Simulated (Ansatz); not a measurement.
Consider the following.

TiAl (CuAu type, space group P4/mmm)

```
CELL_PARAMETERS angstrom
      2.81292     0.00000     0.00000
      0.00000     2.81292     0.00000
      0.00000     0.00000     4.05841
ATOMIC_POSITIONS crystal
  Al 0.50000 0.50000 0.50000
  Ti 0.00000 0.00000 0.00000
```

The atoms are displaced by Q × the pattern below (from a DFPT mode at Γ, largest move 1; Q in Å), at fixed cell. It is one choice among 2 degenerate patterns.

| atom | x | y | z |
|---|---|---|---|
| Al1 | 0.000 | 1.000 | 0.000 |
| Ti2 | 0.000 | -0.564 | 0.000 |

The numbers are results of r2SCAN (plane waves to 500 eV, PAW, scalar-relativistic; Ansatz, an electronic-structure program), not measurements. k mesh 16×16×12 (Γ-centred), Fermi-Dirac smearing 0.05 eV. Energies are smeared free energies. With partly filled bands, energies and forces of such displacements shift with the k mesh and the smearing. TiAl is run without spin polarisation. TiAl was relaxed with its symmetry unable to fall. ΔE is measured from the undisplaced structure.

The scan covers Q from -0.180 to 0.180 Å in 13 points.

### Question
Which space group does the distorted structure have?

### Answer
Pmm2 (No. 25), lowered from P4/mmm.

### Question
Is this a single well or a double well?

### Answer
A single well with its minimum at or next to zero displacement.

### Question
Is the energy the same for equal positive and negative displacements?

### Answer
Even: the same for both signs.

### Question
What is the energy change at Q = 0.180 Å?

### Answer
191 meV/cell.

### Question
What harmonic wavenumber does the curvature at Q = 0 give?

### Answer
279 cm⁻¹.

(For displaced atoms, the force is minus the slope of the energy, and its curvature is a force constant, which sets phonon frequencies.)
